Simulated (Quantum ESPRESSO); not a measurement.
Band energies of SrGaSnH at +2 % isotropic strain

```
CELL_PARAMETERS angstrom
      4.51706     0.00000     0.00000
     -2.25853     3.91189     0.00000
      0.00000     0.00000     5.10125
ATOMIC_POSITIONS crystal
  H  0.66667 0.33333 0.93947
  Ga 0.66667 0.33333 0.59880
  Sr 0.00000 0.00000 0.99847
  Sn 0.33333 0.66667 0.45256
```

norm-conserving PBEsol (Quantum ESPRESSO, 80 Ry, no spin-orbit coupling); path ΓMKΓALHA,LM,KH; energies in eV from the valence-band maximum.

```csv
k (1/Å),point,band 15,band 16,band 17,band 18,band 19,band 20,band 21,band 22
0.00,Γ,-9.70,-4.70,-1.75,-0.62,-0.62,0.59,2.89,2.89
0.23,,-9.50,-4.86,-2.00,-1.28,-0.83,1.35,2.19,2.91
0.46,,-8.92,-5.50,-2.77,-1.23,-1.22,0.73,2.29,2.60
0.80,M,-7.85,-6.79,-3.18,-1.53,-0.92,0.47,1.48,2.46
1.03,,-7.68,-6.80,-3.26,-2.48,-0.83,0.96,1.87,2.68
1.27,K,-7.27,-7.06,-3.57,-2.78,-0.74,0.63,2.51,3.27
1.37,,-7.53,-6.83,-3.47,-2.76,-0.77,0.71,2.37,3.36
1.58,,-8.34,-6.07,-2.93,-2.53,-0.98,1.30,2.03,2.77
1.89,,-9.34,-5.01,-2.23,-1.31,-1.17,1.76,2.01,2.62
2.09,,-9.66,-4.73,-1.78,-0.90,-0.67,0.94,2.45,2.88
2.19,Γ,-9.70,-4.70,-1.75,-0.62,-0.62,0.59,2.89,2.89
2.32,,-9.66,-4.88,-1.61,-0.58,-0.58,0.66,2.62,2.62
2.69,,-9.22,-6.09,-0.46,-0.09,-0.09,0.54,1.50,1.50
2.81,A,-9.15,-6.23,-0.16,0.00,0.00,0.28,1.38,1.38
2.91,,-9.12,-6.20,-0.79,-0.28,-0.17,0.86,1.56,1.65
3.21,,-8.69,-5.91,-3.23,-1.25,-1.20,1.19,2.66,2.81
3.41,,-8.17,-6.01,-4.08,-1.69,-1.66,1.16,2.88,3.49
3.61,L,-7.81,-6.34,-4.22,-1.83,-1.82,1.15,2.69,3.99
3.73,,-7.76,-6.38,-4.20,-2.06,-1.76,1.48,2.53,3.98
3.96,,-7.38,-6.74,-4.12,-2.76,-1.56,1.74,3.03,3.87
4.08,H,-7.06,-7.05,-4.10,-2.87,-1.51,1.58,3.55,3.59
4.26,,-7.67,-6.43,-4.11,-2.66,-1.57,1.94,2.87,3.90
4.45,,-8.28,-5.94,-3.88,-2.15,-1.44,2.05,2.70,3.38
4.63,,-8.75,-5.94,-2.97,-1.46,-0.97,1.51,2.57,2.87
4.91,,-9.13,-6.20,-0.72,-0.29,-0.13,0.82,1.55,1.60
5.00,A,-9.15,-6.23,-0.16,0.00,0.00,0.28,1.38,1.38
5.00,L,-7.81,-6.34,-4.22,-1.83,-1.82,1.15,2.69,3.99
5.31,,-7.83,-6.59,-3.73,-1.68,-1.34,0.54,2.19,3.34
5.52,,-7.85,-6.76,-3.26,-1.55,-0.96,0.49,1.43,2.78
5.62,M,-7.85,-6.79,-3.18,-1.53,-0.92,0.47,1.48,2.46
5.62,K,-7.27,-7.06,-3.57,-2.78,-0.74,0.63,2.51,3.27
5.72,,-7.26,-7.06,-3.53,-2.90,-0.81,0.83,2.63,3.27
5.93,,-7.18,-7.05,-3.54,-3.26,-1.19,2.07,2.61,3.33
6.24,H,-7.06,-7.05,-4.10,-2.87,-1.51,1.58,3.55,3.59
```

The PBEsol gap is direct, 0.28 eV at A.

Spin-orbit splittings are left out.

Geometry strained from the cell relaxed with PBEsol, atoms relaxed again.
